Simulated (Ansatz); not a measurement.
Simulated powder pattern, Cu Kα1, λ = 1.54056 Å (kinematic, ideal powder, no thermal factors, no anomalous dispersion; the 30 strongest lines at most, above 1 %, up to 2θ = 90°):

| 2θ (°) | I/Imax (%) |
|---|---|
| 12.73 | 48 |
| 25.62 | 13 |
| 30.44 | 39 |
| 32.80 | 25 |
| 35.61 | 8.9 |
| 38.86 | 14 |
| 39.93 | 100 |
| 43.34 | 99 |
| 44.39 | 94 |
| 47.30 | 53 |
| 49.92 | 9.8 |
| 52.65 | 13 |
| 54.56 | 9.5 |
| 55.45 | 7.6 |
| 61.76 | 21 |
| 61.85 | 12 |
| 62.57 | 20 |
| 67.33 | 4.9 |
| 71.16 | 5.3 |
| 71.71 | 3.6 |
| 75.41 | 3.0 |
| 75.49 | 3.6 |
| 76.11 | 26 |
| 76.15 | 2.9 |
| 76.37 | 30 |
| 79.90 | 29 |
| 83.28 | 4.2 |
| 85.42 | 5.8 |
| 86.14 | 5.6 |
| 88.41 | 3.3 |

The pattern belongs to a structure relaxed with plane-wave PAW PBE (Ansatz code).

**Question.** Which of these materials gives this?
A. AlAs, zinc blende
B. TaTe, Cmcm (Te on 4c, Ta on 4c)
C. TiAl, R-3m (Al on 3a, Ti on 3b)
D. AlCrB, Cmcm (Al on 4c, B on 4c, Cr on 4c)

**Answer.** D, AlCrB, Cmcm (Al on 4c, B on 4c, Cr on 4c)

**Question.** Give the lattice parameters.

**Answer.** a = 3.002 Å, b = 13.895 Å, c = 2.967 Å.

The start of the workflow was typed in or built on a structure type; neither database checked (COD, Materials Project) lists it. Its standing as an ambient phase is unchecked. The PBE relaxation kept the symmetry of its start; its stability against distortions is not shown here. The workflow began spin-polarised and lost its moments.

Potentials: the later of the program's two PAW sets.
